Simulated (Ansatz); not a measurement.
LiF (zinc blende, F-43m), a = b = c = 4.3648 Å, α = β = γ = 90.00°; the cell used has 2 atoms.

Relaxed with PBE.

Which orbitals make up the states near the band edges in plane-wave PAW PBE (Ansatz code)?

Top 1 eV of the valence band: F 2p 98 %. Bottom 1 eV of the conduction band: Li 2s 71 %, F 2s 19 %. Projections are on Löwdin-orthogonalised atomic valence shells; empty p or d shells of many metals are not among them.

Tabulate the density of states.

States/eV per cell of 2 atoms, in 0.25 eV bins, energy from the valence-band maximum.

| E (eV) | total | F 2p | Li 2s | F 2s |
|---|---|---|---|---|
| -2.05 | 0.00 | 0.00 | 0.00 | 0.00 |
| -1.80 | 0.67 | 0.63 | 0.03 | 0.00 |
| -1.55 | 3.05 | 2.90 | 0.10 | 0.00 |
| -1.30 | 2.76 | 2.60 | 0.11 | 0.01 |
| -1.05 | 0.72 | 0.66 | 0.05 | 0.01 |
| -0.80 | 3.82 | 3.70 | 0.07 | 0.00 |
| -0.55 | 5.81 | 5.70 | 0.04 | 0.00 |
| -0.30 | 5.63 | 5.57 | 0.01 | 0.00 |
| -0.05 | 1.54 | 1.53 | 0.00 | 0.00 |
| 0.20 | 0.00 | 0.00 | 0.00 | 0.00 |
| 0.45 | 0.00 | 0.00 | 0.00 | 0.00 |
| 0.70 | 0.00 | 0.00 | 0.00 | 0.00 |
| 0.95 | 0.00 | 0.00 | 0.00 | 0.00 |
| 1.20 | 0.00 | 0.00 | 0.00 | 0.00 |
| 1.45 | 0.00 | 0.00 | 0.00 | 0.00 |
| 1.70 | 0.00 | 0.00 | 0.00 | 0.00 |
| 1.95 | 0.00 | 0.00 | 0.00 | 0.00 |
| 2.20 | 0.00 | 0.00 | 0.00 | 0.00 |
| 2.45 | 0.00 | 0.00 | 0.00 | 0.00 |
| 2.70 | 0.00 | 0.00 | 0.00 | 0.00 |
| 2.95 | 0.00 | 0.00 | 0.00 | 0.00 |
| 3.20 | 0.00 | 0.00 | 0.00 | 0.00 |
| 3.45 | 0.00 | 0.00 | 0.00 | 0.00 |
| 3.70 | 0.00 | 0.00 | 0.00 | 0.00 |
| 3.95 | 0.00 | 0.00 | 0.00 | 0.00 |
| 4.20 | 0.00 | 0.00 | 0.00 | 0.00 |
| 4.45 | 0.00 | 0.00 | 0.00 | 0.00 |
| 4.70 | 0.00 | 0.00 | 0.00 | 0.00 |
| 4.95 | 0.00 | 0.00 | 0.00 | 0.00 |
| 5.20 | 0.00 | 0.00 | 0.00 | 0.00 |
| 5.45 | 0.00 | 0.00 | 0.00 | 0.00 |
| 5.70 | 0.00 | 0.00 | 0.00 | 0.00 |
| 5.95 | 0.00 | 0.00 | 0.00 | 0.00 |
| 6.20 | 0.00 | 0.00 | 0.00 | 0.00 |
| 6.45 | 0.00 | 0.00 | 0.00 | 0.00 |
| 6.70 | 0.00 | 0.00 | 0.00 | 0.00 |
| 6.95 | 0.00 | 0.00 | 0.00 | 0.00 |
| 7.20 | 0.00 | 0.00 | 0.00 | 0.00 |
| 7.45 | 0.00 | 0.00 | 0.00 | 0.00 |
| 7.70 | 0.02 | 0.00 | 0.01 | 0.00 |
| 7.95 | 0.06 | 0.00 | 0.04 | 0.01 |
| 8.20 | 0.09 | 0.00 | 0.06 | 0.02 |
| 8.45 | 0.12 | 0.01 | 0.09 | 0.02 |
| 8.70 | 0.15 | 0.01 | 0.11 | 0.02 |
| 8.95 | 0.18 | 0.01 | 0.13 | 0.03 |
| 9.20 | 0.21 | 0.02 | 0.16 | 0.03 |
| 9.45 | 0.25 | 0.02 | 0.19 | 0.03 |
| 9.70 | 0.29 | 0.02 | 0.22 | 0.03 |
| 9.95 | 0.35 | 0.03 | 0.26 | 0.03 |
| 10.20 | 0.42 | 0.03 | 0.31 | 0.03 |
| 10.45 | 0.58 | 0.03 | 0.36 | 0.02 |
| 10.70 | 0.67 | 0.03 | 0.36 | 0.02 |
| 10.95 | 0.69 | 0.03 | 0.35 | 0.02 |
| 11.20 | 0.74 | 0.03 | 0.33 | 0.01 |
| 11.45 | 0.83 | 0.03 | 0.30 | 0.01 |
| 11.70 | 1.09 | 0.03 | 0.27 | 0.01 |

The start of the workflow was typed in or built on a structure type; neither database checked (COD, Materials Project) lists it. It is not the phase usual at ambient conditions (space group No. 225). Symmetry was held in the PBE relaxation; whether a distortion lowers the energy is not shown.

Potentials: the later of the program's two PAW sets.
